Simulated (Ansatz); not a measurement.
Ideal shear of a crystal plane in Ta$_{2}$O$_{5}$

Method: Ansatz 0.2.0, DFT r2SCAN, scalar-relativistic, plane waves, PAW. The runs took a 500 eV cutoff, a Γ-centred 7×7×2 mesh and Gaussian smearing (0.05 eV). Spin–orbit coupling is left out, which can shift energies with elements as heavy as these. No spin polarisation. Energies are free energies at this smearing, counted from the undisturbed cell; pressure is positive in compression.

Reference structure (relaxed at this level; it needn't be the usual structure):

```xyz
14
Lattice="-3.6657 0.0000 0.0000 0.0000 -3.8573 0.0000 0.0000 0.0000 12.9124" Properties=species:S:1:pos:R:3 pbc="T T T"
Ta   -1.8328    0.0000    2.1938
Ta   -1.8328    0.0000    8.6500
Ta    0.0000    0.0000   11.8781
Ta    0.0000    0.0000    5.4219
O    -1.8328   -1.9287    2.1938
O    -1.8328   -1.9287    8.6500
O     0.0000    0.0000    3.3538
O     0.0000    0.0000    9.8100
O     0.0000   -1.9287   11.8781
O     0.0000   -1.9287    5.4219
O    -1.8328    0.0000   11.8781
O    -1.8328    0.0000    5.4219
O     0.0000    0.0000    1.0338
O     0.0000    0.0000    7.4900
```

The cut lies on the cell's a–b face, a (0 0 1) plane (indices in the standard cell, whose axes needn't be the Cartesian ones shown) of area 14.14 Å², between layers 2.07 Å apart. Vector c is tilted by f times 1·a − 1·b (length 5.321 Å) with the atoms' Cartesian places fixed: one unrelaxed fault a cell. The traction is dγ/du, the slope of γ against the slip u in Å. Some rows repeat others by symmetry and weren't run.

| f | γ (mJ/m²) | traction (GPa) |
| --- | --- | --- |
| 0.0000 | 0 | 0.0 |
| 0.0833 | 269 | 12.1 |
| 0.1667 | 1011 | 19.9 |
| 0.2500 | 1859 | 16.5 |
| 0.3333 | 2376 | 6.7 |
| 0.4167 | 2514 | 0.5 |
| 0.5000 | 2512 | 0.0 |
| 0.5833 | 2514 | -0.5 |
| 0.6667 | 2376 | -6.7 |
| 0.7500 | 1859 | -16.5 |
| 0.8333 | 1011 | -19.9 |
| 0.9167 | 269 | -12.1 |

Question: Read off the first barrier and the stress needed to climb it, and compare with Frenkel's sinusoid.

Answer: The first sampled maximum lies at f = 0.417, a slip of 2.22 Å, with γ ≈ 2514 mJ/m², which stands in for the unstable fault energy γ_us, and the steepest sampled slope before it is 19.9 GPa. A sinusoid γ = γ_us sin²(πu/λ) with its maximum there has λ = 4.43 Å and a largest slope πγ_us/λ = 17.8 GPa (1 mJ/m² per Å = 0.01 GPa). The stand-in is too high: the stress and forces give a traction of 1.6 GPa across the line at this point, so it is no saddle, and slip that bends off the line crosses lower.

Question: Is there a metastable fault on this line?

Answer: The samples dip to a local minimum of 2512 mJ/m² at f = 0.500. If it survives relaxation and slip across the line, it is a planar fault that lets a dislocation split into partials, more widely the lower its energy (an antiphase boundary, where the slip puts unlike atoms in each other's places).

The cut is rigid; relaxing the faces lowers these energies and usually the stresses.

Cost: 7 runs of about 9 core-minutes in all, on Oxide Virtual Turin-like Processor (Zen 5) (shared hosts).